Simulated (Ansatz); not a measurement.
K2CoI4:
```yaml
crystal:
  lattice:
    - [7.81992, 0.00000, 0.00000]
    - [0.00000, 8.12109, 0.00000]
    - [-3.01330, 0.00000, 9.17163]
  atoms:
    - { symbol: K, position: [0.21963, 0.75000, 0.55217] }
    - { symbol: K, position: [0.78037, 0.25000, 0.44783] }
    - { symbol: K, position: [0.26269, 0.75000, 0.06846] }
    - { symbol: K, position: [0.73731, 0.25000, 0.93154] }
    - { symbol: Co, position: [0.78056, 0.75000, 0.70060] }
    - { symbol: Co, position: [0.21944, 0.25000, 0.29940] }
    - { symbol: I, position: [0.59991, 0.75000, 0.42529] }
    - { symbol: I, position: [0.40009, 0.25000, 0.57471] }
    - { symbol: I, position: [0.00221, 0.99995, 0.24066] }
    - { symbol: I, position: [0.99779, 0.00005, 0.75934] }
    - { symbol: I, position: [0.99779, 0.49995, 0.75934] }
    - { symbol: I, position: [0.00221, 0.50005, 0.24066] }
    - { symbol: I, position: [0.58496, 0.75000, 0.87372] }
    - { symbol: I, position: [0.41504, 0.25000, 0.12628] }
```
The run is spin-polarised; directions of the spins, atom by atom: 0 0 0 0 ↑ ↑ 0 0 0 0 0 0 0 0.

Relaxed with r²SCAN.

Map the electron localisation function on the plane through (0.220, 0.750, 0.552) spanned by u = [1, 0, 1] and v = [1, 0, -1] in lattice vectors, from plane-wave PAW r²SCAN (Ansatz code).

x is the fraction of u, y of v (the angle between them is 103°; rows are the nearest grid lines); atoms in the plane: K at (0.00, 0.00), K at (0.50, 0.50), K at (0.28, 0.76), K at (0.78, 0.26), Co at (0.35, 0.21), Co at (0.85, 0.71), I at (0.13, 0.25), I at (0.63, 0.75), I at (0.34, 0.02), I at (0.84, 0.52).
```
|5788600487653113567820000000000000178875|
|8874000578776667777500000000000000268888|
|6520000357777777664100000000000000025676|
|0000000000000000000002456666542000000000|
|0000000015788875100167777777775310000000|
|1000000588866887200576521135675100011111|
|1000001688767886101666319135662123333211|
|0000000468887620004776655567511599961000|
|0000000000000000001477777642112211111110|
|5200000000000000000000000001246776677765|
|6400000000000000002565310003676655566776|
|7400000000000000488888861027765227146787|
|4100000000000003788888830058876555667874|
|0000000000000000256752000035777777766410|
|0000111111000000000000000002344433321000|
|1467788887642000000000000000012321000001|
|6776655566763100011100000016888888730026|
|7663191356621233332100000168876788610167|
|7764223567312799631100000168888887300377|
|7887777753134675200000000001232100000467|
|0112332101122234554410000000000000000000|
|6653100036766555667740000000000000000256|
|8888500167764212467840000000000000004788|
|5788600487653113567820000000000000178875|
```
Scale: ten equal steps from 0.003 (start of '0') to 0.984 (end of '9'), in the order '0123456789'; x runs from 0.000 to 1.00, y from 0.000 (bottom) to 1.00 (top).

The density is the valence pseudo-density with augmentation charge, so density and ELF within about 1 Å of a nucleus are not all-electron values.

Space group P2_1/m. The first step of the workflow began from a Materials Project structure, measured or hypothetical; the Crystallography Open Database copy checked does not list it. Its standing as an ambient phase is unchecked. The r²SCAN relaxation kept the symmetry of its start; its stability against distortions is not shown here. The final state is ferromagnetic, chosen from 2 collinear starts compared on coarse meshes (ties went to the first, and starts can fall back to one state), not a proven ground state. Other orbital occupations within this spin state were not tried. No Hubbard U is applied. Scalar-relativistic: spin–orbit coupling is off unless named, which matters more the heavier the elements.

Potentials: the later of the program's two PAW sets.
